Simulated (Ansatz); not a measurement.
# Thermal properties of Cd$_{3}$SeS$_{2}$ from its phonons

Method: DFT PBE, scalar-relativistic, plane waves, PAW in Ansatz 0.2.0. Plane waves to 420 eV; Γ-centred k mesh 6×6×2; fixed occupations. No spin polarisation. Phonons by linear response, acoustic sum rule imposed.

Relaxed structure:
```cif
data_structure
_symmetry_space_group_name_H-M 'P6_3mc'
_symmetry_Int_Tables_number 186
_cell_length_a 4.2570
_cell_length_b 4.2570
_cell_length_c 20.8235
_cell_angle_alpha 90.000
_cell_angle_beta 90.000
_cell_angle_gamma 120.000
_cell_volume 326.81
loop_
_atom_site_label
_atom_site_type_symbol
_atom_site_symmetry_multiplicity
_atom_site_Wyckoff_symbol
_atom_site_fract_x
_atom_site_fract_y
_atom_site_fract_z
_atom_site_occupancy
Cd1 Cd 2 b 0.66667 0.33333 0.99978 1
Cd2 Cd 2 b 0.66667 0.33333 0.33799 1
Cd3 Cd 2 b 0.66667 0.33333 0.66178 1
Se1 Se 2 b 0.66667 0.33333 0.79077 1
S1 S 2 b 0.66667 0.33333 0.12338 1
S2 S 2 b 0.66667 0.33333 0.46131 1
```

The cell was found from a structure generator's guess, not taken from experiment. The q mesh is coarse, so values between its points are rough. The run warned that its linear response isn't converged on this k mesh, so dielectric tensors, Born charges and infrared intensities are rough, and the frequencies may be too. Modes under 40 cm⁻¹ are poorly fixed.

Force constants from linear response on a 2×2×1 q mesh, interpolated to a fine mesh.

Phonon density of states, in bins of 5 cm⁻¹:
| bin centre (cm⁻¹) | share of modes (%) |
| --- | --- |
| -2.5 | 0.0 |
| 2.5 | 0.0 |
| 7.5 | 0.1 |
| 12.5 | 0.2 |
| 17.5 | 0.3 |
| 22.5 | 0.7 |
| 27.5 | 1.1 |
| 32.5 | 2.2 |
| 37.5 | 4.8 |
| 42.5 | 4.1 |
| 47.5 | 4.1 |
| 52.5 | 4.5 |
| 57.5 | 3.0 |
| 62.5 | 2.2 |
| 67.5 | 2.8 |
| 72.5 | 2.5 |
| 77.5 | 1.1 |
| 82.5 | 0.9 |
| 87.5 | 0.5 |
| 92.5 | 0.4 |
| 97.5 | 0.7 |
| 102.5 | 0.9 |
| 107.5 | 1.0 |
| 112.5 | 1.9 |
| 117.5 | 2.5 |
| 122.5 | 4.7 |
| 127.5 | 2.5 |
| 132.5 | 0.1 |
| 137.5 | 0.0 |
| 142.5 | 0.0 |
| 147.5 | 0.0 |
| 152.5 | 0.0 |
| 157.5 | 0.0 |
| 162.5 | 0.0 |
| 167.5 | 4.5 |
| 172.5 | 4.0 |
| 177.5 | 3.4 |
| 182.5 | 4.3 |
| 187.5 | 0.5 |
| 192.5 | 0.0 |
| 197.5 | 0.0 |
| 202.5 | 0.0 |
| 207.5 | 0.0 |
| 212.5 | 0.2 |
| 217.5 | 0.7 |
| 222.5 | 1.7 |
| 227.5 | 2.6 |
| 232.5 | 3.6 |
| 237.5 | 4.6 |
| 242.5 | 3.5 |
| 247.5 | 2.9 |
| 252.5 | 2.6 |
| 257.5 | 4.1 |
| 262.5 | 2.4 |
| 267.5 | 3.7 |
| 272.5 | 0.8 |
| 277.5 | 0.0 |

Question: How much zero-point energy does an atom carry?

Answer: 27.2 meV.

Question: How large are the vibrational entropy and heat capacity at 300 K?

Answer: S = 4.80 k_B and C_V = 2.85 k_B per atom, 95 % of the Dulong–Petit value.

Question: Tabulate them against temperature.

Answer:
```tsv
T (K)	F_vib (meV/atom)	S (k_B/atom)	C_V (k_B/atom)
100	19.5	2.01	2.05
200	-5.6	3.67	2.67
300	-42.3	4.80	2.85
400	-87.4	5.63	2.91
500	-138.8	6.28	2.94
600	-195.3	6.82	2.96
700	-256.0	7.27	2.97
800	-320.4	7.67	2.98
900	-388.1	8.02	2.98
1000	-458.6	8.34	2.98
```
